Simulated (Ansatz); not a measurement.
CaO in space group P6_3/mmc (No. 194; Ca on 2d, O on 2c), plane-wave PAW r²SCAN (Ansatz code), all energies at zero smearing, with the estimated change up to a 700 eV cutoff added, with one set of potentials and settings (totals compare only within such a set). Cell of 4 atoms (2 Ca, 2 O): -4787.795 eV.

| element | reference phase | E (eV/atom) |
|---|---|---|
| Ca | Fm-3m, 1 atoms in the cell | -1821.6752 |
| O | C2/m, 4 atoms in the cell, spin-polarised | -566.0281 |

Formation energy per atom, worked out: (-4787.795 − 2×(-1821.6752) − 2×(-566.0281))/4 = -3.097 eV/atom (-299 kJ per mol of atoms), at 0 K, without zero-point energy or fitted corrections.

The start of the workflow was typed in or built on a structure type; the Crystallography Open Database copy checked does not list it. It is not the phase usual at ambient conditions (space group No. 225). The cell was relaxed with r²SCAN under the symmetry of its start; its stability against distortions is not shown here. The references are the lowest solids computed at this level, not always the standard phases (solids in place of the gases).

Potentials: the later of the program's two PAW sets.
